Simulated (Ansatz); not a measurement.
## Equation of state of NaCd4As3

A database entry relaxed whole under r2SCAN (R-3m):

```
Na Cd As
1.0
     2.23918    1.29279   11.29913
    -2.23918    1.29279   11.29913
     0.00000   -2.58558   11.29913
Na Cd As
1 4 3
Direct
  0.50000 0.50000 0.50000
  0.09562 0.09562 0.09562
  0.90438 0.90438 0.90438
  0.29927 0.29927 0.29927
  0.70073 0.70073 0.70073
  0.22047 0.22047 0.22047
  0.77953 0.77953 0.77953
  0.00000 0.00000 0.00000
```

The cell was scaled uniformly, its shape held, and the atoms relaxed at each volume with plane-wave PAW DFT (Ansatz 0.2.0; r2SCAN, 500 eV, 8×8×8 Γ-centred mesh, fermi-dirac occupations of width 0.100 eV; no spin, no spin-orbit coupling). One row is withheld.

```json
{"volume (Å³/atom)": "23.060", "energy over the lowest (meV/atom)": "13.3", "pressure (GPa)": "3.06"}
{"volume (Å³/atom)": "23.550", "energy over the lowest (meV/atom)": "5.7", "pressure (GPa)": "1.93"}
{"volume (Å³/atom)": "24.041", "energy over the lowest (meV/atom)": "1.4", "pressure (GPa)": "0.92"}
{"volume (Å³/atom)": "24.532", "energy over the lowest (meV/atom)": "0.0", "pressure (GPa)": "0.01"}
{"volume (Å³/atom)": "25.022", "energy over the lowest (meV/atom)": "?", "pressure (GPa)": "?"}
{"volume (Å³/atom)": "25.513", "energy over the lowest (meV/atom)": "4.9", "pressure (GPa)": "-1.54"}
{"volume (Å³/atom)": "26.003", "energy over the lowest (meV/atom)": "10.7", "pressure (GPa)": "-2.20"}
```

Problem. Fit the pressures of the other rows to the third-order Birch-Murnaghan form.

Solution. With f = [(V₀/V)^(2/3) − 1]/2 and P = 3B₀f(1 + 2f)^(5/2)[1 + 3(B₀′ − 4)f/2], least squares gives V₀ = 24.54 Å³ an atom, B₀ = 43 GPa and B₀′ = 4.4; the rows miss the fit by less than 0.01 GPa. The slope of the energies differs from these pressures by less than 0.05 GPa.

Problem. What does the withheld row hold?

Solution. The fit gives -0.81 GPa at 25.022 Å³; the run gave -0.81 GPa and 1.3 meV an atom.

Caveats: the shape of the cell was held, so B₀ is an upper bound where the axes differ in stiffness; 0 K, fixed nuclei; the symmetry was kept, and this need not be the phase that is stable at 0 K; one mesh for all volumes; pressure is positive in compression.
